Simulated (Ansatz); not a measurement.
Does relaxation matter for the field gradients of TiO2 with Sn replacing Ti?

Start: a supercell of TiO2 (rutile type, P4_2/mnm) built from an entry of the Crystallography Open Database (COD), with all atoms left at the host's positions.

Space group Pmmm (No. 47); a = 6.4944, b = 6.4944, c = 8.8722 Å.

```
site  Wyckoff  site symmetry       x       y       z
  Sn       1a            mmm  0.0000  0.0000  0.0000
 Ti2       2q            mm2  0.0000  0.0000  0.3333
 Ti4       1f            mmm  0.5000  0.5000  0.0000
 Ti5       2t            mm2  0.5000  0.5000  0.3333
 Ti7       2s            mm2  0.5000  0.0000  0.1667
 Ti8       1d            mmm  0.5000  0.0000  0.5000
Ti10       2r            mm2  0.0000  0.5000  0.1667
Ti11       1g            mmm  0.0000  0.5000  0.5000
 O13       2i            2mm  0.3050  0.0000  0.0000
 O14       4w            .m.  0.3050  0.0000  0.3333
 O16       2k            2mm  0.8050  0.5000  0.0000
 O17       4x            .m.  0.8050  0.5000  0.3333
 O19       4v            m..  0.5000  0.3050  0.1667
 O20       2p            m2m  0.5000  0.3050  0.5000
 O22       4u            m..  0.0000  0.8050  0.1667
 O23       2n            m2m  0.0000  0.8050  0.5000
```

One atom of each set is listed.

Computed with Ansatz: DFT, PBE, plane waves and PAW, scalar-relativistic, 420 eV cutoff, Γ-centred 3×3×2 k-points, Fermi–Dirac smearing 0.01 eV.

The largest force at the start is 2.5 eV/Å. Relaxing the ions at fixed cell moves them by 0.100 Å at most (atom 34, O) and 0.037 Å rms.

```tsv
site	moved (Å)	first shell before	first shell after	V_zz before (10²¹ V/m²)	η before
Sn	0.000	6 O at 1.95–1.98 Å	6 O at 2.02–2.04 Å	-5.65	0.85
Ti2	0.041	6 O at 1.95–1.98 Å	6 O at 1.92–1.98 Å	-2.71	0.05
Ti5	0.002	6 O at 1.95–1.98 Å	6 O at 1.95–1.97 Å	-2.24	0.27
Ti7	0.027	6 O at 1.95–1.98 Å	6 O at 1.93–1.98 Å	-2.24	0.33
Ti10	0.009	6 O at 1.95–1.98 Å	6 O at 1.94–1.96 Å	-1.99	0.09
Ti11	0.000	6 O at 1.95–1.98 Å	6 O at 1.94–1.98 Å	-2.34	0.38
O13	0.040	2 Ti at 1.95 Å, 1 Sn at 1.98 Å	2 Ti at 1.94 Å, 1 Sn at 2.02 Å	4.82	0.71
O16	0.000	3 Ti at 1.95–1.98 Å	3 Ti at 1.95–1.98 Å	2.31	0.80
O17	0.022	3 Ti at 1.95–1.98 Å	3 Ti at 1.94–1.97 Å	2.40	0.97
O20	0.010	3 Ti at 1.95–1.98 Å	3 Ti at 1.95–1.97 Å	2.37	0.96
O22	0.100	2 Ti at 1.95–1.98 Å, 1 Sn at 1.95 Å	2 Ti at 1.94 Å, 1 Sn at 2.04 Å	-4.09	0.82
O23	0.005	3 Ti at 1.95–1.98 Å	3 Ti at 1.92–1.98 Å	2.46	0.96
```

**Question.** How do the gradients change?

**Answer.** 

| site | V_zz after | η after | change of V_zz |
| --- | --- | --- | --- |
| Sn | 3.96 | 0.25 | – |
| Ti2 | 2.27 | 0.87 | – |
| Ti5 | -1.75 | 0.18 | +0.49 |
| Ti7 | -2.59 | 0.18 | -0.35 |
| Ti10 | 2.27 | 0.40 | – |
| Ti11 | -2.35 | 0.96 | -0.01 |
| O13 | 5.80 | 0.62 | +0.98 |
| O16 | 2.29 | 0.83 | -0.02 |
| O17 | -2.60 | 0.92 | – |
| O20 | -2.56 | 0.93 | – |
| O22 | 4.68 | 0.89 | – |
| O23 | 2.66 | 0.59 | +0.20 |

The largest change of V_zz along a kept axis is on O13, from 4.82 to 5.80. The whole tensor moves most on Sn, by 6.71 along its most changed direction. In per cent, |V_zz| changes by -22 to +15 on Ti, -1 to +20 on O (all sites that start above 0.5, bar those whose gradient vanishes or changes sign or whose main axis turns by over 40°). Where |V_zz| stays above 0.1 and the axes keep their order, η moves most on Ti11, from 0.38 to 0.96. On Ti5 V_xx and V_yy change places (or their axes turn by over 50°), so the two values of η hide a larger change. On Sn, O22, Ti2, O17, O20, Ti10 the largest principal value lies along another axis in the second run, so the two V_zz can't be compared directly. The table leaves out 4 of the 16 sites, with |V_zz| up to 2.55; their tensors move by 0.52 at most along any direction. The statements above cover all sites. The host's own positions weren't relaxed first, so part of the change far from the defect can be the host's relaxation.

The defect repeats with the cell of 36 atoms, so it feels its images: sites between two images don't show the values beside a lone defect, and zeros or small values of η there can come from the images' arrangement. O and Ti carry a gradient in the pure host already, so the values there aren't the defect's effect alone. Without spin–orbit coupling (the program notes it for Sn) the gradients are little affected as a rule: paired runs on crystals with a gap mostly move them by under 2 % at such atoms.
Before: The cell keeps the host's lattice, where the PBE pressure is 10 GPa. The neighbours have not yet relaxed around the defect (largest force 2.5 eV/Å), so a real crystal will differ.
After: The relaxation keeps the site symmetry mmm of the start, so the impurity can't leave its site; a start off the site could end lower. The cell keeps the host's lattice, where the PBE pressure is 9 GPa.
